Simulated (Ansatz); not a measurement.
BeS in space group P6_422 (No. 181; Be on 3c, S on 3d), a = b = 3.450 Å, c = 7.832 Å, α = β = 90.00°, γ = 120.00°.

Relaxed with the program Ansatz at the r²SCAN level (PAW). Indices refer to the conventional cell of P6_422, a = b = 3.450 Å, c = 7.832 Å, α = β = 90.00°, γ = 120.00°.

Problem. Simulate the powder diffraction pattern (Cu Kα, λ = 1.54184 Å; lines above 1 %) up to 2θ = 90°.

Solution. Simulated powder pattern, Cu Kα, λ = 1.54184 Å (kinematic, ideal powder, no thermal factors, no anomalous dispersion; the 30 strongest lines at most, above 1 %, up to 2θ = 90°):

| 2θ (°) | d (Å) | I/Imax (%) | hkl |
|---|---|---|---|
| 29.91 | 2.988 | 26 | (1 0 -1 0) |
| 32.06 | 2.791 | 79 | (1 0 -1 1) |
| 34.35 | 2.611 | 24 | (0003) |
| 37.88 | 2.375 | 100 | (1 0 -1 2) |
| 46.18 | 1.966 | 6.3 | (1 0 -1 3) |
| 53.09 | 1.725 | 4.2 | (1 1 -2 0) |
| 54.47 | 1.685 | 15 | (1 1 -2 1) |
| 56.17 | 1.638 | 28 | (1 0 -1 4) |
| 58.47 | 1.579 | 25 | (1 1 -2 2) |
| 62.14 | 1.494 | 23 | (2 0 -2 0) |
| 64.78 | 1.439 | 2.1 | (1 1 -2 3) |
| 67.52 | 1.387 | 7.4 | (1 0 -1 5) |
| 72.40 | 1.305 | 5.0 | (0006) |
| 72.97 | 1.297 | 13 | (2 0 -2 3) |
| 73.11 | 1.294 | 13 | (1 1 -2 4) |
| 80.26 | 1.196 | 2.5 | (1 0 -1 6) |
| 83.34 | 1.160 | 4.3 | (1 1 -2 5) |
| 86.11 | 1.129 | 2.2 | (2 1 -3 0) |
| 87.22 | 1.118 | 7.8 | (2 1 -3 1) |

The start of the workflow was typed in or built on a structure type; neither database checked (COD, Materials Project) lists it. COD files the formula under space group No. 216, so this cell is another polymorph or a model. Its standing as an ambient phase is unchecked. The cell was relaxed with r²SCAN under the symmetry of its start; its stability against distortions is not shown here.

Potentials: the earlier of the program's two PAW sets.
